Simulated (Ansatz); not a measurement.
Ansatz input file:

```yaml
crystal:
  lattice:
    - [5.6896945745, 0.0, 0.0]
    - [-1.8965648582, 5.3642954887, 0.0]
    - [0.0, 0.0, 24.2511161666]
  atoms:
    - { symbol: Ta, position: [0.25, 0.25, 0.3298817236] }
    - { symbol: Ta, position: [0.25, 0.75, 0.3298817236] }
    - { symbol: Ta, position: [0.75, 0.25, 0.3298817236] }
    - { symbol: Ta, position: [0.75, 0.75, 0.3298817236] }
    - { symbol: Ta, position: [0.5, 0.5, 0.4237625259] }
    - { symbol: Ta, position: [0.5, 0.0, 0.4237625259] }
    - { symbol: Ta, position: [0.0, 0.5, 0.4237625259] }
    - { symbol: Ta, position: [0.0, 0.0, 0.4237625259] }
    - { symbol: Ta, position: [0.75, 0.75, 0.5174602379] }
    - { symbol: Ta, position: [0.75, 0.25, 0.5174602379] }
    - { symbol: Ta, position: [0.25, 0.75, 0.5174602379] }
    - { symbol: Ta, position: [0.25, 0.25, 0.5174602379] }
    - { symbol: "N", position: [1.1003271098, 0.6389143142, 0.6363867228] }
    - { symbol: H, position: [1.0, 0.5, 0.6090024162] }
    - { symbol: H, position: [1.2875625997, 0.688781103, 0.624948074] }
    - { symbol: H, position: [1.0847142374, 0.5556135775, 0.6752055546] }
basis:
  ecutwfc: 420
kpoints:
  mp_grid: { grid: [4, 4, 1] }
hamiltonian:
  xc: pbe
  dispersion: d3bj
scf:
  occupations: { method: gaussian, width: 0.1 }
output:
  forces: true
  eigenvalues: true
  write_density: true
  write_potential: true
  elf: true
  volumetric_format: npy
relax:
  adjacent_minimum: "off"
  f_tol: 0.04
  max_steps: 100
  constraints: [{ sites: [0, 1, 2, 3] }]
efield:
  axis: 3
  dipole_correction: true
  ramp_width: 0.04
```

Command:
```bash
ansatz run input.yaml --threads 4 --pin off --max-ram 10240MiB --backend cpu --events-out ev --progress --plain --runs-dir out
```

These are results of Ansatz, DFT PBE+D3(BJ), scalar-relativistic, plane waves, PAW, not measurements.

From the run's log, abridged:

```
Pseudopotentials: kind: paw
Pseudopotential: Ta, paw, valence charge 13, recommended cutoff 420 eV (normal)
Pseudopotential: N, paw, valence charge 5, recommended cutoff 420 eV (normal)
Pseudopotential: H, paw, valence charge 1, recommended cutoff 420 eV (normal)
Functional definition: PBE
Crystal: 16 atoms, lattice volume = 740.173 Å³
Basis set: ecut = 420 eV, 14481 PW (Γ), exchange–correlation on 80×80×360 points (8 copies of the dense FFT grid, shifted against one another)
Bands: 99, of which v1, the nominal top of the filled ones, is band 82 counted from 1 (81 counted from 0)
Symmetry: 1 space group operations
Space group: P1 (ITA 1), of the structure as read, at distance tolerance 9.0e-5 Å
k-points: 10 of 16 (time reversal used)
Initial density: superposition of atomic densities (neutral atoms: chi_scale 0, normalization atom), corrected by the library's trained network
Initial wavefunctions: pseudopotential atomic-orbital guess
Functional: x = pbe(κ = 0.804, μ = 0.21951497), c = pbe(β = 0.06672455)
SCF iter   1: F=—  HF=-119615.902949 eV  |F-HF|=—  |Δ(HF+E_count)|=         —  Δρ=4.29e-3  dr2=1.08e0  ethr=1.77e-3  p=0.206 e·Å  D=5.05e-2 V/Å  ΔV_dip=-1.22 eV  dr2_dipole=4.40e-1  V_vac-E_F(+/−)=3.60/4.82 eV  ⟨swp⟩=10.4  Hψ=4582  notcnv=0
efield: sawtooth ramp at fractional position 0.9825 (placed from the atoms, in the widest stretch of the axis that holds none; the zero of the levels goes with the place), width 0.0400; the density the first Hamiltonian is built on has a dipole p = 0.206 e·Å; the dipole correction subtracts the counter field D = 5.05e-2 V/Å, which shifts the + side's vacuum level by -1.22 eV against the − side's; the planar-averaged density in the ramp window peaks in size at 3.2e-5 e/Å³
SCF iter   2: F=—  HF=-119615.860657 eV  |F-HF|=—  |Δ(HF+E_count)|=   4.23e-2  Δρ=1.67e-3  dr2=6.13e-2  ethr=6.62e-4  p=0.155 e·Å  D=3.79e-2 V/Å  ΔV_dip=-0.92 eV  dr2_dipole=1.15e-2  V_vac-E_F(+/−)=3.81/4.73 eV  ⟨swp⟩=2.0  Hψ=1563  notcnv=0  defer=28
SCF iter   3: F=—  HF=-119615.859748 eV  |F-HF|=—  |Δ(HF+E_count)|=   9.10e-4  Δρ=6.76e-4  dr2=6.15e-3  ethr=3.74e-5  p=0.148 e·Å  D=3.61e-2 V/Å  ΔV_dip=-0.88 eV  dr2_dipole=7.33e-4  V_vac-E_F(+/−)=3.88/4.76 eV  ⟨swp⟩=2.4  Hψ=1566  notcnv=0  defer=28
SCF iter   4: F=—  HF=-119615.859159 eV  |F-HF|=—  |Δ(HF+E_count)|=   5.89e-4  Δρ=2.19e-4  dr2=5.84e-4  ethr=3.75e-6  p=0.147 e·Å  D=3.60e-2 V/Å  ΔV_dip=-0.87 eV  dr2_dipole=8.70e-6  V_vac-E_F(+/−)=3.88/4.76 eV  ⟨swp⟩=2.8  Hψ=1719  notcnv=0  defer=28
SCF iter   5: F=—  HF=-119615.859207 eV  |F-HF|=—  |Δ(HF+E_count)|=   4.83e-5  Δρ=7.65e-5  dr2=1.58e-4  ethr=3.56e-7  p=0.146 e·Å  D=3.57e-2 V/Å  ΔV_dip=-0.86 eV  dr2_dipole=2.62e-5  V_vac-E_F(+/−)=3.89/4.76 eV  ⟨swp⟩=2.2  Hψ=1451  notcnv=0  defer=27
SCF iter   6: F=-119615.859225 eV  HF=-119615.859225 eV  |F-HF|=6.18e-7  |Δ(HF+E_count)|=   1.74e-5  Δρ=1.61e-5  dr2=2.55e-6  ethr=2.44e-8  p=0.145 e·Å  D=3.56e-2 V/Å  ΔV_dip=-0.86 eV  dr2_dipole=4.09e-7  V_vac-E_F(+/−)=3.90/4.76 eV  ⟨swp⟩=23.5  Hψ=10336  notcnv=0
SCF 1 converged in 6 iterations: F = -119615.859225 eV  dr2 = 2.55e-6
relax step   1: F+E_penalty+E_count = -119615.85922532 eV  Δ(F+E_penalty+E_count) = +0.000e0 eV  max|allowed force component| = 6.238e-1 eV/Å  Δτ_max = 0.0000 Å  (6 SCF iters, dr2 threshold 4.00e-5 eV, accepted)
Initial density: handed on by an earlier stage of this run
Initial wavefunctions: those handed on with the density
SCF iter   1: F=—  HF=-119616.009138 eV  |F-HF|=—  |Δ(HF+E_count)|=         —  Δρ=9.70e-3  dr2=1.73e0  ethr=1.06e-3  p=0.145 e·Å  D=3.56e-2 V/Å  ΔV_dip=-0.86 eV  dr2_dipole=2.96e-1  V_vac-E_F(+/−)=3.91/4.77 eV  ⟨swp⟩=1.0  Hψ=3662  notcnv=0  defer=44
efield: sawtooth ramp at fractional position 0.9825 (handed on by an earlier solve), width 0.0400; the density the first Hamiltonian is built on has a dipole p = 0.145 e·Å; the dipole correction subtracts the counter field D = 3.56e-2 V/Å, which shifts the + side's vacuum level by -0.86 eV against the − side's; the planar-averaged density in the ramp window peaks in size at 2.9e-6 e/Å³
SCF iter   2: F=—  HF=-119615.965271 eV  |F-HF|=—  |Δ(HF+E_count)|=   4.39e-2  Δρ=3.44e-3  dr2=2.32e-1  ethr=1.06e-3  p=0.145 e·Å  D=3.56e-2 V/Å  ΔV_dip=-0.86 eV  dr2_dipole=7.20e-3  V_vac-E_F(+/−)=3.91/4.77 eV  ⟨swp⟩=2.8  Hψ=1414  notcnv=0  defer=44
SCF iter   3: F=—  HF=-119615.927261 eV  |F-HF|=—  |Δ(HF+E_count)|=   3.80e-2  Δρ=1.29e-3  dr2=4.98e-2  ethr=1.41e-4  p=0.158 e·Å  D=3.87e-2 V/Å  ΔV_dip=-0.94 eV  dr2_dipole=3.22e-3  V_vac-E_F(+/−)=3.84/4.78 eV  ⟨swp⟩=2.0  Hψ=1597  notcnv=0  defer=52
SCF iter   4: F=—  HF=-119615.920972 eV  |F-HF|=—  |Δ(HF+E_count)|=   6.29e-3  Δρ=3.33e-4  dr2=2.84e-3  ethr=3.04e-5  p=0.159 e·Å  D=3.89e-2 V/Å  ΔV_dip=-0.94 eV  dr2_dipole=1.44e-4  V_vac-E_F(+/−)=3.83/4.78 eV  ⟨swp⟩=2.0  Hψ=1313  notcnv=0  defer=55
SCF iter   5: F=—  HF=-119615.920748 eV  |F-HF|=—  |Δ(HF+E_count)|=   2.24e-4  Δρ=1.11e-4  dr2=2.62e-4  ethr=1.73e-6  p=0.156 e·Å  D=3.81e-2 V/Å  ΔV_dip=-0.92 eV  dr2_dipole=7.65e-6  V_vac-E_F(+/−)=3.85/4.77 eV  ⟨swp⟩=2.0  Hψ=1285  notcnv=0  defer=55
SCF iter   6: F=-119615.920774 eV  HF=-119615.920780 eV  |F-HF|=6.14e-6  |Δ(HF+E_count)|=   3.19e-5  Δρ=2.88e-5  dr2=1.58e-5  ethr=1.48e-8  p=0.155 e·Å  D=3.79e-2 V/Å  ΔV_dip=-0.92 eV  dr2_dipole=4.11e-8  V_vac-E_F(+/−)=3.85/4.77 eV  ⟨swp⟩=24.9  Hψ=11101  notcnv=0
SCF 2 converged in 6 iterations: F = -119615.920774 eV  dr2 = 1.58e-5
relax step   2: F+E_penalty+E_count = -119615.92077416 eV  Δ(F+E_penalty+E_count) = -6.155e-2 eV  max|allowed force component| = 6.147e-1 eV/Å  Δτ_max = 0.1953 Å  (6 SCF iters, dr2 threshold 2.43e-5 eV, accepted)
SCF iter   1: F=—  HF=-119616.009368 eV  |F-HF|=—  |Δ(HF+E_count)|=         —  Δρ=6.34e-3  dr2=4.00e-1  ethr=2.37e-4  p=0.155 e·Å  D=3.79e-2 V/Å  ΔV_dip=-0.92 eV  dr2_dipole=3.40e-2  V_vac-E_F(+/−)=3.84/4.76 eV  ⟨swp⟩=1.2  Hψ=3442  notcnv=0  defer=51
efield: sawtooth ramp at fractional position 0.9825 (handed on by an earlier solve), width 0.0400; the density the first Hamiltonian is built on has a dipole p = 0.155 e·Å; the dipole correction subtracts the counter field D = 3.79e-2 V/Å, which shifts the + side's vacuum level by -0.92 eV against the − side's; the planar-averaged density in the ramp window peaks in size at 2.8e-6 e/Å³
SCF iter   2: F=—  HF=-119616.006160 eV  |F-HF|=—  |Δ(HF+E_count)|=   3.21e-3  Δρ=1.82e-3  dr2=3.70e-2  ethr=2.37e-4  p=0.192 e·Å  D=4.70e-2 V/Å  ΔV_dip=-1.14 eV  dr2_dipole=3.96e-5  V_vac-E_F(+/−)=3.63/4.77 eV  ⟨swp⟩=2.0  Hψ=1267  notcnv=0  defer=51
SCF iter   3: F=—  HF=-119616.001394 eV  |F-HF|=—  |Δ(HF+E_count)|=   4.77e-3  Δρ=1.01e-3  dr2=2.08e-2  ethr=2.26e-5  p=0.201 e·Å  D=4.90e-2 V/Å  ΔV_dip=-1.19 eV  dr2_dipole=2.09e-3  V_vac-E_F(+/−)=3.58/4.76 eV  ⟨swp⟩=3.3  Hψ=1876  notcnv=0  defer=54
   ...
SCF 13 converged in 8 iterations: F = -119616.807098 eV  dr2 = 5.99e-8
relax step  13: F+E_penalty+E_count = -119616.80709752 eV  Δ(F+E_penalty+E_count) = -3.315e-3 eV  max|allowed force component| = 2.126e-1 eV/Å  Δτ_max = 0.2000 Å  (8 SCF iters, accepted)
SCF iter   1: F=—  HF=-119616.831900 eV  |F-HF|=—  |Δ(HF+E_count)|=         —  Δρ=5.61e-3  dr2=2.16e-1  ethr=1.01e-3  p=0.347 e·Å  D=8.49e-2 V/Å  ΔV_dip=-2.06 eV  dr2_dipole=2.88e-2  V_vac-E_F(+/−)=2.70/4.76 eV  ⟨swp⟩=3.4  Hψ=1975  notcnv=0  defer=53
efield: sawtooth ramp at fractional position 0.9825 (handed on by an earlier solve), width 0.0400; the density the first Hamiltonian is built on has a dipole p = 0.347 e·Å; the dipole correction subtracts the counter field D = 8.49e-2 V/Å, which shifts the + side's vacuum level by -2.06 eV against the − side's; the planar-averaged density in the ramp window peaks in size at 2.7e-6 e/Å³
SCF iter   2: F=—  HF=-119616.823459 eV  |F-HF|=—  |Δ(HF+E_count)|=   8.44e-3  Δρ=1.39e-3  dr2=1.74e-2  ethr=1.32e-4  p=0.346 e·Å  D=8.45e-2 V/Å  ΔV_dip=-2.05 eV  dr2_dipole=2.39e-5  V_vac-E_F(+/−)=2.70/4.75 eV  ⟨swp⟩=2.0  Hψ=1503  notcnv=0  defer=55
SCF iter   3: F=—  HF=-119616.818104 eV  |F-HF|=—  |Δ(HF+E_count)|=   5.36e-3  Δρ=3.96e-4  dr2=2.67e-3  ethr=1.06e-5  p=0.345 e·Å  D=8.44e-2 V/Å  ΔV_dip=-2.05 eV  dr2_dipole=1.61e-4  V_vac-E_F(+/−)=2.71/4.75 eV  ⟨swp⟩=3.0  Hψ=1323  notcnv=0  defer=55
SCF iter   4: F=—  HF=-119616.817751 eV  |F-HF|=—  |Δ(HF+E_count)|=   3.52e-4  Δρ=1.25e-4  dr2=1.87e-4  ethr=1.63e-6  p=0.345 e·Å  D=8.43e-2 V/Å  ΔV_dip=-2.05 eV  dr2_dipole=6.76e-6  V_vac-E_F(+/−)=2.70/4.75 eV  ⟨swp⟩=2.1  Hψ=1368  notcnv=0  defer=55
SCF iter   5: F=—  HF=-119616.817732 eV  |F-HF|=—  |Δ(HF+E_count)|=   1.92e-5  Δρ=3.06e-5  dr2=1.94e-5  ethr=1.14e-7  p=0.345 e·Å  D=8.43e-2 V/Å  ΔV_dip=-2.04 eV  dr2_dipole=9.45e-7  V_vac-E_F(+/−)=2.71/4.75 eV  ⟨swp⟩=3.1  Hψ=1906  notcnv=0  defer=54
SCF iter   6: F=-119616.817738 eV  HF=-119616.817738 eV  |F-HF|=2.91e-7  |Δ(HF+E_count)|=   6.07e-6  Δρ=9.75e-6  dr2=1.54e-6  ethr=1.72e-9  p=0.345 e·Å  D=8.43e-2 V/Å  ΔV_dip=-2.04 eV  dr2_dipole=5.78e-9  V_vac-E_F(+/−)=2.71/4.75 eV  ⟨swp⟩=25.5  Hψ=9819  notcnv=0
SCF iter   7: F=-119616.817739 eV  HF=-119616.817739 eV  |F-HF|=8.56e-8  |Δ(HF+E_count)|=   1.05e-6  Δρ=3.28e-6  dr2=1.71e-7  ethr=9.39e-10  p=0.345 e·Å  D=8.42e-2 V/Å  ΔV_dip=-2.04 eV  dr2_dipole=6.57e-9  V_vac-E_F(+/−)=2.71/4.75 eV  ⟨swp⟩=13.9  Hψ=8329  notcnv=0
SCF iter   8: F=-119616.817739 eV  HF=-119616.817739 eV  |F-HF|=8.22e-9  |Δ(HF+E_count)|=   1.62e-7  Δρ=9.88e-7  dr2=1.93e-8  ethr=1.04e-10  p=0.345 e·Å  D=8.42e-2 V/Å  ΔV_dip=-2.04 eV  dr2_dipole=1.79e-9  V_vac-E_F(+/−)=2.71/4.75 eV  ⟨swp⟩=12.3  Hψ=7310  notcnv=0
SCF 14 converged in 8 iterations: F = -119616.817739 eV  dr2 = 1.93e-8
relax step  14: F+E_penalty+E_count = -119616.81773937 eV  Δ(F+E_penalty+E_count) = -1.064e-2 eV  max|allowed force component| = 9.069e-2 eV/Å  Δτ_max = 0.1147 Å  (8 SCF iters, dr2 threshold 2.83e-6 eV, accepted)
SCF iter   1: F=—  HF=-119616.818787 eV  |F-HF|=—  |Δ(HF+E_count)|=         —  Δρ=1.15e-3  dr2=5.07e-3  ethr=5.82e-5  p=0.345 e·Å  D=8.42e-2 V/Å  ΔV_dip=-2.04 eV  dr2_dipole=3.11e-4  V_vac-E_F(+/−)=2.71/4.75 eV  ⟨swp⟩=2.3  Hψ=1657  notcnv=0  defer=53
efield: sawtooth ramp at fractional position 0.9825 (handed on by an earlier solve), width 0.0400; the density the first Hamiltonian is built on has a dipole p = 0.345 e·Å; the dipole correction subtracts the counter field D = 8.42e-2 V/Å, which shifts the + side's vacuum level by -2.04 eV against the − side's; the planar-averaged density in the ramp window peaks in size at 2.8e-6 e/Å³
SCF iter   2: F=—  HF=-119616.818631 eV  |F-HF|=—  |Δ(HF+E_count)|=   1.56e-4  Δρ=2.59e-4  dr2=6.02e-4  ethr=3.09e-6  p=0.346 e·Å  D=8.47e-2 V/Å  ΔV_dip=-2.05 eV  dr2_dipole=6.21e-7  V_vac-E_F(+/−)=2.69/4.75 eV  ⟨swp⟩=3.0  Hψ=1556  notcnv=0  defer=53
SCF iter   3: F=—  HF=-119616.818468 eV  |F-HF|=—  |Δ(HF+E_count)|=   1.63e-4  Δρ=7.48e-5  dr2=6.43e-5  ethr=3.67e-7  p=0.345 e·Å  D=8.44e-2 V/Å  ΔV_dip=-2.05 eV  dr2_dipole=1.71e-6  V_vac-E_F(+/−)=2.70/4.75 eV  ⟨swp⟩=3.0  Hψ=1381  notcnv=0  defer=53
SCF iter   4: F=—  HF=-119616.818442 eV  |F-HF|=—  |Δ(HF+E_count)|=   2.63e-5  Δρ=1.91e-5  dr2=4.02e-6  ethr=3.92e-8  p=0.346 e·Å  D=8.45e-2 V/Å  ΔV_dip=-2.05 eV  dr2_dipole=3.07e-8  V_vac-E_F(+/−)=2.70/4.75 eV  ⟨swp⟩=2.7  Hψ=1649  notcnv=0  defer=53
SCF iter   5: F=—  HF=-119616.818442 eV  |F-HF|=—  |Δ(HF+E_count)|=   4.90e-7  Δρ=5.26e-6  dr2=4.97e-7  ethr=2.45e-9  p=0.346 e·Å  D=8.45e-2 V/Å  ΔV_dip=-2.05 eV  dr2_dipole=2.67e-8  V_vac-E_F(+/−)=2.70/4.75 eV  ⟨swp⟩=2.6  Hψ=1442  notcnv=0  defer=53
SCF iter   6: F=-119616.818442 eV  HF=-119616.818442 eV  |F-HF|=3.18e-8  |Δ(HF+E_count)|=   3.09e-7  Δρ=1.81e-6  dr2=4.75e-8  ethr=6.10e-11  p=0.345 e·Å  D=8.45e-2 V/Å  ΔV_dip=-2.05 eV  dr2_dipole=1.02e-9  V_vac-E_F(+/−)=2.70/4.75 eV  ⟨swp⟩=21.3  Hψ=8501  notcnv=0
SCF 15 converged in 6 iterations: F = -119616.818442 eV  dr2 = 4.75e-8
relax step  15: F+E_penalty+E_count = -119616.81844240 eV  Δ(F+E_penalty+E_count) = -7.030e-4 eV  max|allowed force component| = 2.210e-2 eV/Å  Δτ_max = 0.0282 Å  (6 SCF iters, accepted)
WARN: The input density's exchange-correlation potential varies sharply where the density is thin. Do not read a vacuum level from v_tot or v_xc, or from such a field of the output density. On a cell that repeats whose density bears no net charge and no dipole along the vacuum's axis use v_es (v_loc + v_h of the components); under efield.dipole_correction with no amplitude use v_es + v_field, which holds any external_charges[].barrier, or the levels of the report's work_function block, which leave it out; under a non-zero efield.amplitude the vacuum is tilted and has no level; on a cell that repeats and bears such a dipole with no correction it is tilted too, and efield.dipole_correction wit ...
SCF converged after 6 iterations
Free energy (F): -119616.818442 eV
Harris-Foulkes:  -119616.818442 eV  (|F-HF|=3.18e-8)
Internal energy: -119616.728967 eV  (E = F + TS)
E sigma→0 (E₀):  -119616.773705 eV
Entropy (-TS):   -0.089476 eV (-5.592 meV/atom)
Fermi energy:    3.284513 eV
Dipole field:    D = 0.084486 V/Å  (p = 0.345587 e·Å, saw-weighted, corrected)
Work function:   Φ+ = 2.6999 eV   Φ− = 4.7488 eV
Levels:          The Fermi level and band energies are counted from a zero that moves with the ramp; work functions are not
--- Per-component energies (eV) ---
  E_band       = -3724.154107
  E_kinetic    = 4552.013598
  E_local      = -164206.040828  (includes V_loc(G=0)·N_el)
  E_nonlocal   = 233.279824
  E_hartree    = 79797.059029
  E_xc         = -2697.353851
  E_vxc        = -2544.733961  (∫ρ·V_xc dr)
  E_paw        = -100888.538566  (= ΣΔE_a)
  E_vpaw       = -1376.004365  (= ΣTr[D̂ρ^β])
  E_aug_tail   = -0.001973  (compensation charges beyond the density's cutoff)
  E_efield     = 0.014599  (sawtooth field / dipole correction)
  E_vefield    = 23.253292  (∫n·V_field dr)
  E_ewald      = 63598.273168
  E_disp       = -5.433967  (pairwise vdW)
  E_smearing   = -0.089476  (= −TS)
--- Forces (eV/Å), atoms counted from 1 ---
  atom   1  Ta    -0.00674533     0.01069914     0.04420801
  atom   2  Ta     0.01120998    -0.00341522     0.12073771
  atom   3  Ta     0.00031795    -0.00691317    -0.22193367
  atom   4  Ta    -0.00196859     0.00075983     0.04524839
  atom   5  Ta     0.00257488     0.00114705     0.00363438
  atom   6  Ta     0.00328287    -0.00762963    -0.00170418
  atom   7  Ta     0.00112743    -0.01187494    -0.00685964
  atom   8  Ta    -0.00035439     0.00198297    -0.00387373
  atom   9  Ta    -0.01368741     0.00972095    -0.00444083
  atom  10  Ta     0.01325189    -0.00352860     0.01084078
  atom  11  Ta     0.00579948    -0.01142082     0.01848363
  atom  12  Ta    -0.01140312     0.02209938    -0.00293706
  atom  13  N     -0.00136199    -0.00017968    -0.01459995
  atom  14  H      0.00519502     0.01839397     0.00966414
  atom  15  H     -0.00969719    -0.00205078     0.00441931
  atom  16  H      0.00256961    -0.01779272    -0.00095552
--- Band table (eV; the first three rows and the last of 10) ---
  k-point 0: bands = ["-64.2496", "-64.1756", "-64.1182", "-64.0911", "-64.0888", "-64.0639", "-64.0573", "-64.0092", "-63.8317", "-63.8012", "-63.7246", "-63.6993", "-31.2204", "-31.2005", "-31.1933", "-31.1557", "-31.1260", "-31.1073", "-31.0936", "-31.0831", "-31.0763", "-30.8905", "-30.8325", "-30.8240", "-30.8058", "-30.7424", "-30.7150", "-30.6921", "-30.6428", "-30.4904", "-30.4611", "-30.3972", "-30.3812", "-30.3509", "-30.3339", "-30.2940", "-30.2351", "-30.1930", "-30.1491", "-30.0943", "-30.0867", "-30.0777", "-30.0475", "-30.0259", "-29.9100", "-29.9032", "-29.8896", "-29.8490", "-15.8050", "-6.0391", "-6.0237", "-4.1565", "-2.6699", "-2.0214", "-1.3830", "-0.8676", "-0.8481", "- ...
  k-point 1: bands = ["-64.2473", "-64.1673", "-64.1209", "-64.0887", "-64.0877", "-64.0654", "-64.0631", "-64.0136", "-63.8260", "-63.8018", "-63.7242", "-63.7050", "-31.1703", "-31.1303", "-31.1202", "-31.1034", "-31.0785", "-31.0569", "-31.0438", "-31.0321", "-30.9588", "-30.8910", "-30.8548", "-30.8461", "-30.7781", "-30.7333", "-30.7246", "-30.6951", "-30.6622", "-30.5137", "-30.4491", "-30.4306", "-30.4258", "-30.4182", "-30.3303", "-30.3078", "-30.2948", "-30.2160", "-30.1564", "-30.1381", "-30.1303", "-30.1074", "-30.0439", "-30.0380", "-29.9975", "-29.9944", "-29.8982", "-29.8819", "-15.8043", "-6.0488", "-6.0290", "-3.6683", "-2.4506", "-1.7563", "-1.1823", "-0.8768", "-0.6122", "- ...
  k-point 2: bands = ["-64.2450", "-64.1547", "-64.1299", "-64.0843", "-64.0823", "-64.0734", "-64.0662", "-64.0186", "-63.8176", "-63.8051", "-63.7195", "-63.7148", "-31.0932", "-31.0734", "-31.0567", "-31.0498", "-31.0165", "-31.0092", "-30.9710", "-30.9538", "-30.9241", "-30.8862", "-30.8071", "-30.7847", "-30.7248", "-30.7037", "-30.6855", "-30.6465", "-30.6324", "-30.6106", "-30.5922", "-30.5797", "-30.5219", "-30.4976", "-30.3206", "-30.2849", "-30.2543", "-30.2280", "-30.2234", "-30.1856", "-30.1568", "-30.1462", "-30.1313", "-30.1107", "-30.0443", "-30.0358", "-29.8983", "-29.8918", "-15.8035", "-6.0615", "-6.0308", "-2.6812", "-2.3909", "-2.0628", "-0.9853", "-0.8190", "0.1174", "0. ...
  k-point 9: bands = ["-64.2413", "-64.1432", "-64.1076", "-64.1009", "-64.0889", "-64.0754", "-64.0640", "-64.0331", "-63.8102", "-63.7967", "-63.7273", "-63.7231", "-31.0296", "-30.9990", "-30.9709", "-30.9505", "-30.9494", "-30.9193", "-30.8291", "-30.7566", "-30.7497", "-30.7246", "-30.7204", "-30.7053", "-30.6939", "-30.6593", "-30.6355", "-30.6316", "-30.6207", "-30.5901", "-30.5848", "-30.5833", "-30.5739", "-30.5690", "-30.5118", "-30.4974", "-30.3784", "-30.3688", "-30.3208", "-30.3162", "-30.2459", "-30.1820", "-30.1426", "-30.1281", "-30.1194", "-30.0884", "-30.0812", "-30.0427", "-15.8023", "-6.0572", "-6.0525", "-2.4906", "-1.8567", "-1.6470", "-0.3396", "-0.3203", "-0.3016", "- ...
--- Relaxed structure (15 steps of the walk, 15 accepted, 0 SCFs on fresh bases) ---
  F+E_penalty+E_count = -119616.81844240 eV   max|allowed force component| = 2.210e-2 eV/Å
  atoms:
    - { symbol: Ta, position: [0.25, 0.25, 0.3298817236] }
    - { symbol: Ta, position: [0.24999999, 0.75, 0.3298817236] }
    - { symbol: Ta, position: [0.75000000, 0.25, 0.3298817236] }
    - { symbol: Ta, position: [0.75, 0.75, 0.3298817236] }
    - { symbol: Ta, position: [0.49958457, 0.50045906, 0.42257565] }
    - { symbol: Ta, position: [0.50070979, 0.00059560, 0.42358287] }
    - { symbol: Ta, position: [-0.00031842, 0.49958924, 0.42378173] }
    - { symbol: Ta, position: [0.00078255, -0.00072409, 0.42256427] }
    - { symbol: Ta, position: [0.75172996, 0.74871148, 0.51507321] }
    - { symbol: Ta, position: [0.74820527, 0.24858258, 0.51694123] }
    - { symbol: Ta, position: [0.25140493, 0.75159619, 0.52418047] }
    - { symbol: Ta, position: [0.24988351, 0.24871778, 0.51507323] }
    - { symbol: N, position: [1.25299951, 0.74580909, 0.61968581] }
    - { symbol: H, position: [1.13153066, 0.57944031, 0.63341716] }
    - { symbol: H, position: [1.42908333, 0.76902657, 0.63367684] }
    - { symbol: H, position: [1.19814359, 0.88925464, 0.63373652] }
```

The relaxation met its thresholds.

It took 6.6 min on 4 threads of Arm Neoverse V2 (shared host), peak memory 1.9 GiB.

Spin–orbit coupling is left out, which can shift energies with elements as heavy as these.